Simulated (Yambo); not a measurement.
G0W0@PBEsol for AlBO3 (space group R-3c, No. 167) in Yambo. Reference settings: 4×4×4 Γ-centred k mesh, 125 bands and a 7 Ry block in the screening, 125 bands in G with the Bruneval-Gonze terminator, plasmon pole fitted at 27.2 eV. The PBEsol gap Γ → (0.25, 0.25, 0.25) on this mesh is 5.75 eV; G0W0 gaps are taken between the same points.

Gap (Γ → (0.25, 0.25, 0.25)) in eV against the number of bands and the screening block, terminator on:

| bands (W and G) | 2 Ry | 3 Ry | 4 Ry | 6 Ry | 7 Ry |
|---|---|---|---|---|---|
| 39 | 10.163 | 9.579 | 9.452 | 9.368 | 9.356 |
| 53 | 9.508 | 8.901 | 8.775 | 8.712 | 8.704 |
| 73 | 9.282 | 8.646 | 8.523 | 8.476 | 8.474 |
| 99 | 9.183 | 8.532 | 8.414 | 8.385 | 8.391 |
| 125 | 9.148 | 8.479 | 8.360 | 8.337 | 8.346 |

Rough cost of the Yambo step against the reference (shared machines):

```
bands (W and G)  2 Ry  3 Ry  4 Ry  6 Ry  7 Ry
---------------  ----  ----  ----  ----  ----
39                1/6   1/6   1/6   1/6   1/5
53                1/3   1/3   1/3   1/3   1/3
73                1/2   1/2   1/2    ~1    ~1
99                 ~1    ~1    ~1    ~1    ~1
125                ~1    ~1    ~1    ~1     1
```

At the largest block the last step in bands moves the gap by -0.045 eV; at the most bands the last step in the block moves it by 0.009 eV.

Geometry of the Materials Project entry, not relaxed at this level; primitive cell a = b = c = 5.314 Å, α = β = γ = 50.16°.
